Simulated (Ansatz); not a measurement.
## Ti: energy along a strain

Ti, Fm-3m, a = 4.060 Å (as given, not relaxed at this level: 4.4 GPa). This isn't the element's structure at ambient conditions. Ansatz: r2SCAN, PAW, 500 eV, Γ-centred 20×20×20 mesh on 1 atom, Gaussian smearing 0.15 eV; no spin polarisation. Cell vectors (Å): 0.000 2.030 2.030; 2.030 0.000 2.030; 2.030 2.030 0.000. The cell is strained by x per cent times the pattern (1 -1 0 0 0 0) in the order xx yy zz yz xz xy (engineering shears), with fractional coordinates held. y is the free energy over the start, V0 = 16.731 Å³/atom. Symmetry makes y even in x.

| x (%) | y (meV/atom) |
| --- | --- |
| -2.00 | ? |
| -1.00 | 0.40 |
| 0.00 | 0.00 |
| 0.25 | 0.03 |
| 0.50 | 0.10 |
| 0.75 | 0.23 |
| 1.25 | 0.63 |
| 1.50 | 0.90 |
| 1.75 | 1.21 |

**Question.** Fit y = c2 x² + c4 x⁴ to the other rows, get the stiffness along the pattern, and predict the missing energy.

**Answer.** Least squares on the rows shown. y = 0.4089 x² − 0.004397 x⁴. The clamped-ion stiffness p·C·p = 2 × 4.089 eV × 160.2 / 16.731 Å³ = 78 GPa (second derivative at the start, which stands under stress). At x = -2.00 the fit asked for gives 1.57 meV/atom. The run gave 1.58 meV/atom, so the fit is 0.01 meV/atom too low, a small miss on the scale of the series.